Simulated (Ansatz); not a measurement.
input.yaml

```yaml
crystal:
  lattice:
    - [3.7828450411, 0.0, 0.0]
    - [0.0, 3.7828450411, 0.0]
    - [0.0, 0.0, 5.9067454619]
  atoms:
    - { symbol: Cu, position: [0.0, 0.0, 0.0] }
    - { symbol: Cu, position: [0.5, 0.5, 0.0] }
    - { symbol: Cu, position: [0.0, 0.5, 0.2979827099] }
    - { symbol: Cu, position: [0.5, 0.0, 0.7020172901] }
    - { symbol: As, position: [0.0, 0.5, 0.7093186455] }
    - { symbol: As, position: [0.5, 0.0, 0.2906813545] }
basis:
  ecutwfc: 420
kpoints:
  mp_grid: { grid: [10, 10, 6] }
hamiltonian:
  xc: pbesol
scf:
  occupations: { method: gaussian, width: 0.1 }
output:
  forces: true
  stress: true
  eigenvalues: true
relax:
  adjacent_minimum: "off"
  f_tol: 0.01
  max_steps: 30
  cell: { stress_tol: 0.1, fix: [volume] }
```

Command:
```bash
ansatz run input.yaml --threads 1 --pin off --max-ram 2560MiB --backend cpu --events-out ev --progress --plain --runs-dir out
```

Computed with DFT PBEsol, scalar-relativistic, plane waves, PAW in Ansatz 0.2.0.

Part of what the program printed, abridged:

```
Pseudopotentials: kind: paw
Pseudopotential: Cu, paw, valence charge 19, recommended cutoff 420 eV (normal)
Pseudopotential: As, paw, valence charge 15, recommended cutoff 420 eV (normal)
Functional definition: PBEsol
Crystal: 6 atoms, lattice volume = 84.525 Å³
Basis set: ecut = 420 eV, 1643 PW (Γ), exchange–correlation on 54×54×80 points (8 copies of the dense FFT grid, shifted against one another)
Bands: 64, of which v1, the nominal top of the filled ones, is band 53 counted from 1 (52 counted from 0)
Symmetry: 16 space group operations
Space group: P4/nmm (ITA 129), of the structure as read, at distance tolerance 4.4e-5 Å
k-points: 84 of 600
Initial density: superposition of atomic densities (neutral atoms: chi_scale 0, normalization atom), corrected by the library's trained network
Initial wavefunctions: pseudopotential atomic-orbital guess
Functional: x = pbesol(κ = 0.804, μ = 0.12345679), c = pbesol(β = 0.046)
SCF iter   1: F=—  HF=-35981.104525 eV  |F-HF|=—  |Δ(HF+E_count)|=         —  Δρ=1.34e-2  dr2=8.01e-2  ethr=1.77e-3  ⟨swp⟩=5.1  Hψ=16815  notcnv=0  defer=144
SCF iter   2: F=—  HF=-35981.205504 eV  |F-HF|=—  |Δ(HF+E_count)|=   1.01e-1  Δρ=3.03e-2  dr2=4.22e-1  ethr=7.55e-5  ⟨swp⟩=2.0  Hψ=11244  notcnv=0  defer=350
SCF iter   3: F=—  HF=-35981.085009 eV  |F-HF|=—  |Δ(HF+E_count)|=   1.20e-1  Δρ=1.68e-3  dr2=1.55e-3  ethr=7.55e-5  ⟨swp⟩=2.0  Hψ=10052  notcnv=0  defer=350
SCF iter   4: F=—  HF=-35981.084886 eV  |F-HF|=—  |Δ(HF+E_count)|=   1.23e-4  Δρ=6.02e-4  dr2=3.22e-4  ethr=1.46e-6  ⟨swp⟩=2.0  Hψ=7513  notcnv=0  defer=256
SCF iter   5: F=—  HF=-35981.084859 eV  |F-HF|=—  |Δ(HF+E_count)|=   2.75e-5  Δρ=2.58e-4  dr2=1.70e-4  ethr=3.03e-7  ⟨swp⟩=2.2  Hψ=6254  notcnv=0  defer=256
SCF iter   6: F=—  HF=-35981.084839 eV  |F-HF|=—  |Δ(HF+E_count)|=   1.94e-5  Δρ=9.24e-5  dr2=2.32e-5  ethr=1.60e-7  ⟨swp⟩=2.5  Hψ=7330  notcnv=0  defer=256
SCF iter   7: F=—  HF=-35981.084819 eV  |F-HF|=—  |Δ(HF+E_count)|=   2.01e-5  Δρ=5.16e-5  dr2=2.88e-6  ethr=2.18e-8  ⟨swp⟩=2.0  Hψ=7889  notcnv=0  defer=256
SCF iter   8: F=—  HF=-35981.084818 eV  |F-HF|=—  |Δ(HF+E_count)|=   6.90e-7  Δρ=2.48e-5  dr2=8.35e-7  ethr=2.71e-9  ⟨swp⟩=2.0  Hψ=8130  notcnv=0  defer=256
SCF iter   9: F=-35981.084818 eV  HF=-35981.084818 eV  |F-HF|=2.48e-8  |Δ(HF+E_count)|=   1.27e-7  Δρ=6.19e-6  dr2=4.34e-8  ethr=9.43e-11  ⟨swp⟩=7.6  Hψ=24220  notcnv=0
SCF 1 converged in 9 iterations: F = -35981.084818 eV  dr2 = 4.34e-8
relax step   1: F+E_penalty+E_count = -35981.08481819 eV  Δ(F+E_penalty+E_count) = +0.000e0 eV  max|allowed force component| = 9.185e-2 eV/Å  Δτ_max = 0.0000 Å  P = -3.628 GPa  Ω = 84.525 Å³  fix = [volume]  reactions: volume -3.628 GPa (9 SCF iters, dr2 threshold 1.00e-7 eV, accepted)
Basis set: ecut = 420 eV, 1651 PW (Γ), exchange–correlation on 54×54×80 points (8 copies of the dense FFT grid, shifted against one another)
Initial density: handed on by an earlier stage of this run
Initial wavefunctions: those handed on with the density
SCF iter   1: F=—  HF=-35981.086073 eV  |F-HF|=—  |Δ(HF+E_count)|=         —  Δρ=7.14e-4  dr2=3.66e-4  ethr=3.49e-7  ⟨swp⟩=2.1  Hψ=21327  notcnv=0
SCF iter   2: F=—  HF=-35981.086049 eV  |F-HF|=—  |Δ(HF+E_count)|=   2.39e-5  Δρ=6.64e-4  dr2=2.67e-4  ethr=3.45e-7  ⟨swp⟩=2.0  Hψ=7814  notcnv=0
SCF iter   3: F=—  HF=-35981.086010 eV  |F-HF|=—  |Δ(HF+E_count)|=   3.92e-5  Δρ=3.07e-4  dr2=5.11e-5  ethr=2.52e-7  ⟨swp⟩=2.0  Hψ=7286  notcnv=0
SCF iter   4: F=—  HF=-35981.086001 eV  |F-HF|=—  |Δ(HF+E_count)|=   8.72e-6  Δρ=6.75e-5  dr2=3.89e-6  ethr=4.82e-8  ⟨swp⟩=2.0  Hψ=6959  notcnv=0
SCF iter   5: F=-35981.086001 eV  HF=-35981.086001 eV  |F-HF|=2.56e-7  |Δ(HF+E_count)|=   5.09e-7  Δρ=1.88e-5  dr2=1.95e-7  ethr=4.97e-10  ⟨swp⟩=3.1  Hψ=20101  notcnv=0
SCF 2 converged in 5 iterations: F = -35981.086001 eV  dr2 = 1.95e-7
relax step   2: F+E_penalty+E_count = -35981.08600055 eV  Δ(F+E_penalty+E_count) = -1.182e-3 eV  max|allowed force component| = 3.835e-2 eV/Å  Δτ_max = 0.0057 Å  P = -3.534 GPa  Ω = 84.525 Å³  energy of the carried Pulay correction = +4.028e-17 eV  fix = [volume]  reactions: volume -3.534 GPa (5 SCF iters, dr2 threshold 5.27e-7 eV, accepted)
SCF iter   1: F=—  HF=-35981.086530 eV  |F-HF|=—  |Δ(HF+E_count)|=         —  Δρ=7.11e-4  dr2=3.66e-4  ethr=3.54e-7  ⟨swp⟩=2.1  Hψ=21411  notcnv=0
SCF iter   2: F=—  HF=-35981.086529 eV  |F-HF|=—  |Δ(HF+E_count)|=   2.64e-7  Δρ=6.61e-4  dr2=2.71e-4  ethr=3.45e-7  ⟨swp⟩=2.8  Hψ=9581  notcnv=0
SCF iter   3: F=—  HF=-35981.086482 eV  |F-HF|=—  |Δ(HF+E_count)|=   4.72e-5  Δρ=3.04e-4  dr2=4.90e-5  ethr=2.55e-7  ⟨swp⟩=2.0  Hψ=7842  notcnv=0
SCF iter   4: F=—  HF=-35981.086457 eV  |F-HF|=—  |Δ(HF+E_count)|=   2.51e-5  Δρ=6.12e-5  dr2=3.38e-6  ethr=4.62e-8  ⟨swp⟩=2.0  Hψ=7024  notcnv=0
SCF iter   5: F=—  HF=-35981.086457 eV  |F-HF|=—  |Δ(HF+E_count)|=   4.35e-7  Δρ=1.56e-5  dr2=1.35e-7  ethr=3.19e-9  ⟨swp⟩=2.0  Hψ=6167  notcnv=0
SCF iter   6: F=-35981.086457 eV  HF=-35981.086457 eV  |F-HF|=2.80e-8  |Δ(HF+E_count)|=   2.31e-8  Δρ=6.89e-6  dr2=2.49e-8  ethr=1.06e-10  ⟨swp⟩=4.0  Hψ=18230  notcnv=0
SCF 3 converged in 6 iterations: F = -35981.086457 eV  dr2 = 2.49e-8
relax step   3: F+E_penalty+E_count = -35981.08645663 eV  Δ(F+E_penalty+E_count) = -4.561e-4 eV  max|allowed force component| = 2.214e-3 eV/Å  Δτ_max = 0.0047 Å  P = -3.432 GPa  Ω = 84.525 Å³  energy of the carried Pulay correction = +4.028e-17 eV  fix = [volume]  reactions: volume -3.432 GPa (6 SCF iters, dr2 threshold 1.13e-7 eV, accepted)
Initial wavefunctions: pseudopotential atomic-orbital guess (no wavefunctions were taken with the density)
SCF iter   1: F=—  HF=-35981.086430 eV  |F-HF|=—  |Δ(HF+E_count)|=         —  Δρ=1.72e-4  dr2=5.43e-7  ethr=1.15e-8  ⟨swp⟩=3.5  Hψ=32787  notcnv=0
SCF iter   2: F=—  HF=-35981.086431 eV  |F-HF|=—  |Δ(HF+E_count)|=   1.30e-6  Δρ=1.61e-5  dr2=1.28e-7  ethr=5.12e-10  ⟨swp⟩=2.0  Hψ=7142  notcnv=0
SCF iter   3: F=—  HF=-35981.086431 eV  |F-HF|=—  |Δ(HF+E_count)|=   3.73e-8  Δρ=2.39e-5  dr2=2.74e-7  ethr=1.20e-10  ⟨swp⟩=2.0  Hψ=9666  notcnv=0
SCF iter   4: F=—  HF=-35981.086431 eV  |F-HF|=—  |Δ(HF+E_count)|=   6.66e-8  Δρ=9.41e-7  dr2=4.50e-10  ethr=1.20e-10  ⟨swp⟩=2.0  Hψ=9659  notcnv=0
SCF iter   5: F=-35981.086431 eV  HF=-35981.086431 eV  |F-HF|=1.31e-10  |Δ(HF+E_count)|=  1.02e-10  Δρ=4.42e-7  dr2=1.25e-10  ethr=1.00e-12  ⟨swp⟩=4.4  Hψ=19395  notcnv=0
SCF 4 converged in 5 iterations: F = -35981.086431 eV  dr2 = 1.25e-10
SCF converged after 5 iterations
Free energy (F): -35981.086431 eV
Harris-Foulkes:  -35981.086431 eV  (|F-HF|=1.31e-10)
Internal energy: -35981.078382 eV  (E = F + TS)
E sigma→0 (E₀):  -35981.082407 eV
Entropy (-TS):   -0.008049 eV (-1.341 meV/atom)
Fermi energy:    14.992455 eV
--- Per-component energies (eV) ---
  E_band       = -1924.796402
  E_kinetic    = 1407.193008
  E_local      = -21092.942338  (includes V_loc(G=0)·N_el)
  E_nonlocal   = 244.343494
  E_hartree    = 9746.777345
  E_xc         = -512.800370
  E_vxc        = -619.244075  (∫ρ·V_xc dr)
  E_paw        = -10103.472628  (= ΣΔE_a)
  E_vpaw       = -1357.701667  (= ΣTr[D̂ρ^β])
  E_aug_tail   = 0.000924  (compensation charges beyond the density's cutoff)
  E_ewald      = -15672.935483
  E_core_change = 2.757666  (= ΣΔE_core)
  E_smearing   = -0.008049  (= −TS)
--- Forces (eV/Å), atoms counted from 1 ---
  atom   1  Cu     0.00000000     0.00000000     0.00000000
  atom   2  Cu     0.00000000     0.00000000     0.00000000
  atom   3  Cu     0.00000000     0.00000000    -0.00116172
  atom   4  Cu     0.00000000     0.00000000     0.00116172
  atom   5  As     0.00000000     0.00000000    -0.00222892
  atom   6  As     0.00000000     0.00000000     0.00222892
--- Stress (GPa, compression-positive) ---
       -3.424251       0.000000       0.000000
        0.000000      -3.424251       0.000000
        0.000000       0.000000      -3.446219
  P = ⅓ Tr σ = -3.4316 GPa (-34.316 kbar)
--- Band table (eV; the first three rows and the last of 84) ---
  k-point 0: bands = ["-97.7893", "-97.7847", "-97.3570", "-97.3569", "-55.3610", "-55.3544", "-55.3107", "-55.3107", "-55.2806", "-55.2806", "-54.9084", "-54.9069", "-54.8874", "-54.8874", "-54.8874", "-54.8874", "-20.9257", "-20.9250", "-20.9245", "-20.9236", "-20.8992", "-20.8992", "-20.8964", "-20.8964", "-20.8936", "-20.8924", "1.6048", "3.5745", "8.0091", "10.1051", "10.3103", "10.3103", "10.6991", "10.8916", "11.0676", "11.4715", "11.4715", "11.7822", "11.8068", "11.9476", "11.9476", "12.1239", "12.1775", "12.4148", "12.4691", "12.6044", "12.6044", "12.6267", "12.6775", "12.6775", "12.7946", "14.1386", "15.7042", "15.9373", "15.9373", "17.5608", "19.0245", "20.3757", "20.3757", "20.94 ...
  k-point 1: bands = ["-97.7893", "-97.7847", "-97.3569", "-97.3569", "-55.3610", "-55.3544", "-55.3107", "-55.3107", "-55.2806", "-55.2806", "-54.9083", "-54.9070", "-54.8875", "-54.8875", "-54.8872", "-54.8872", "-20.9256", "-20.9250", "-20.9245", "-20.9236", "-20.8991", "-20.8991", "-20.8965", "-20.8965", "-20.8936", "-20.8924", "1.7006", "3.3814", "8.1602", "10.0054", "10.3136", "10.3136", "10.7023", "10.9264", "11.1942", "11.5093", "11.5093", "11.7560", "11.7736", "11.8768", "11.8768", "12.0753", "12.2227", "12.3003", "12.3003", "12.4102", "12.4888", "12.6441", "12.7946", "13.1223", "13.1223", "14.0130", "15.7278", "15.7278", "15.9513", "17.7536", "19.0816", "20.5838", "20.5838", "20.63 ...
  k-point 2: bands = ["-97.7893", "-97.7847", "-97.3570", "-97.3569", "-55.3610", "-55.3543", "-55.3107", "-55.3107", "-55.2806", "-55.2806", "-54.9081", "-54.9072", "-54.8876", "-54.8876", "-54.8871", "-54.8871", "-20.9255", "-20.9250", "-20.9247", "-20.9237", "-20.8990", "-20.8990", "-20.8966", "-20.8966", "-20.8935", "-20.8924", "1.9780", "2.9270", "8.5353", "9.6340", "10.3209", "10.3209", "10.7088", "11.0104", "11.5208", "11.5911", "11.5911", "11.6421", "11.7729", "11.7729", "11.7753", "12.0234", "12.0673", "12.0673", "12.2679", "12.4039", "12.6435", "12.6738", "12.7946", "13.6904", "13.6904", "13.7497", "15.2277", "15.2277", "16.4396", "18.0388", "19.2255", "19.2538", "20.0923", "21.067 ...
  k-point 83: bands = ["-97.7870", "-97.7870", "-97.3570", "-97.3570", "-55.3580", "-55.3580", "-55.3141", "-55.3141", "-55.2778", "-55.2778", "-54.9072", "-54.9072", "-54.8879", "-54.8879", "-54.8874", "-54.8874", "-20.9257", "-20.9257", "-20.9211", "-20.9211", "-20.8997", "-20.8997", "-20.8971", "-20.8971", "-20.8914", "-20.8914", "3.9277", "3.9277", "8.8512", "8.8512", "9.9495", "9.9495", "10.1550", "10.1550", "10.8997", "10.8997", "11.2335", "11.2335", "11.5722", "11.5722", "11.7820", "11.7820", "12.1468", "12.1468", "12.4229", "12.4229", "12.5373", "12.5373", "12.6212", "12.6212", "12.7279", "12.7279", "13.3700", "13.3700", "18.1988", "18.1988", "19.3933", "19.3933", "20.0795", "20.0795 ...
--- Relaxed structure (3 steps of the walk, 3 accepted, 1 SCFs on fresh bases) ---
  F+E_penalty+E_count = -35981.08643116 eV   max|allowed force component| = 2.229e-3 eV/Å   (the final SCF, on the basis selected at the relaxed cell)
  cell:  # Å, volume = 84.5250 Å³
    - [3.79149086, 0.0, 0.0]
    - [0.0, 3.79149086, 0.0]
    - [0.0, 0.0, 5.87983760]
  atoms:
    - { symbol: Cu, position: [0.0, 0.0, 0.0] }
    - { symbol: Cu, position: [0.5, 0.5, 0.0] }
    - { symbol: Cu, position: [0.0, 0.5, 0.29743950] }
    - { symbol: Cu, position: [0.5, 0.0, 0.70256049] }
    - { symbol: As, position: [0.0, 0.5, 0.71106922] }
    - { symbol: As, position: [0.5, 0.0, 0.28893077] }
```

The relaxation met its thresholds.

It took 2.1 min on 1 thread of Arm Neoverse V1, on a shared host, peak memory 0.6 GiB.